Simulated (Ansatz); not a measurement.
Cs$_{2}$Ni$_{3}$S$_{4}$:
```
CELL_PARAMETERS angstrom
      0.00000     5.02259     7.43444
      2.95756     0.00000     7.43444
      2.95756     5.02259     0.00000
ATOMIC_POSITIONS crystal
  Cs 0.66301 0.66301 0.33699
  Cs 0.33699 0.33699 0.66301
  Ni 0.00000 0.00000 0.00000
  Ni 0.00000 0.00000 0.50000
  Ni 0.50000 0.50000 0.00000
  S  0.07222 0.73699 0.26301
  S  0.92778 0.26301 0.73699
  S  0.73699 0.07222 0.92778
  S  0.26301 0.92778 0.07222
```

Relaxed with r²SCAN.

### Question
Map the electron localisation function on the plane through (0.663, 0.663, 0.337) spanned by u = [1, 1, -1] and v = [1, -1, 1] in lattice vectors, from r²SCAN in the plane-wave PAW code Ansatz.

### Answer
x is the fraction of u, y of v (the angle between them is 90°; rows are the nearest grid lines); atoms in the plane: Cs at (0.00, 0.00), Cs at (0.50, 0.50), Cs at (0.17, 0.50), Cs at (0.67, 0.00), Ni at (0.34, 0.00), Ni at (0.84, 0.50), S at (0.24, 0.17), S at (0.74, 0.67), S at (0.43, 0.83), S at (0.93, 0.33).
```
|0189500001114764111000698101995000069910|
|5798301466631331366500389758983000038975|
|9997103788972222798830189999971000017999|
|8862018997587227857981027886300011000378|
|0000059991057227401994000000012111121000|
|5100048998786227878983000157777411477775|
|8610016898885225888861001689888522588888|
|9850000024542112454200005899427722772599|
|9930023310001111000132003999205722750299|
|9600689998300000038998500699999511699999|
|7301899999710000179999710378897222279887|
|0005993049950000599339950001221255212210|
|0005993049950000599339950001221255212210|
|7301899999710000179999710378897222279887|
|9600689998300000038998500699999511699999|
|9930023310001111000132003999205722750299|
|9850000024542112454200005899427722772599|
|8610016898885225888861001689888522588888|
|5100048998786227878983000157777411477775|
|0000059991057227401994000000012111121000|
|8862018997587227857981027886300011000378|
|9997103788972222798830189999971000017999|
|5798301466631331366500389758983000038975|
|0189500001114764111000698101995000069910|
```
Scale: ten equal steps from 0.000 (start of '0') to 0.928 (end of '9'), in the order '0123456789'; x runs from 0.000 to 1.00, y from 0.000 (bottom) to 1.00 (top).

The density is the valence pseudo-density with augmentation charge, so density and ELF within about 1 Å of a nucleus are not all-electron values.

Space group Fmmm. The workflow started from a Materials Project entry (that database holds measured and hypothetical structures alike); the Crystallography Open Database copy checked does not list it. Whether it is the stable phase at ambient conditions was not checked. The cell was relaxed with r²SCAN under the symmetry of its start; whether a distortion lowers the energy is not shown. No spin polarisation was allowed. Spin–orbit coupling is left out wherever it is not named.

Potentials: the later of the program's two PAW sets.
